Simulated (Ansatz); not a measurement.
The elements of this relaxed trial crystal are hidden behind letters.

```
lattice vectors (Å)
  -2.3333    2.3333    6.7184
   2.3333   -2.3333    6.7184
   2.3333    2.3333   -6.7184
fractional positions
X 0.7543 0.7543 0.0000
X 0.2457 0.2457 0.0000
Z 0.0000 0.0000 0.0000
Q 0.5000 0.5000 0.0000
Q 0.8591 0.3591 0.5000
Q 0.3591 0.8591 0.5000
Q 0.1409 0.6409 0.5000
Q 0.6409 0.1409 0.5000
```

The calculation used DFT PBE, scalar-relativistic, plane waves, PAW in Ansatz. The final run on the 8-atom cell used 420 eV, a Γ-centred 10×10×10 mesh, 0.10 eV smearing and no spin polarisation.

```
Space group                                 : I4/mmm (No. 139)
Conventional cell                           : a = 4.667 Å, c = 13.437 Å
Volume per atom                             : 18.29 Å³
Density                                     : 7.80 g/cm³
Energy over the elements                    : −0.29 eV/atom
Gap on the 10×10×10 mesh of the 8-atom cell : 0 eV (a metal)
```

Energies are uncorrected and count from the elements' standard states at the same level.

Q: X is a d-block element of period 5, Z is a d-block element of period 5 and Q is a p-block element of period 4. Which elements are they?

A: X = Nb, Z = Pd, Q = Se, so the formula is Nb2PdSe5. Density times volume gives a mean mass of 7.80 × 18.29/1.6605 = 85.9 u per atom, and this set has 85.9 u. Nb is surrounded by 8 Se at 2.73–2.79 Å, 1 Pd at 3.30 Å, 4 Nb at 3.30 Å and 1 Se at 3.42 Å; Pd has 8 Se at 3.00 Å, 4 Se at 3.30 Å and 2 Nb at 3.30 Å; Se on a site of symmetry 4/mmm is surrounded by 8 Se at 3.00 Å, 4 Pd at 3.30 Å and 2 Nb at 3.42 Å; 1 more site not described. Other sets within the hints have nearly the same mass, so mass alone doesn't settle it; this one was computed.

Symmetry constrained the relaxation, so the result can be a saddle point. Another cell of the same search, in P1, lies 117 meV/atom lower, so this cell isn't the stable form at this level.
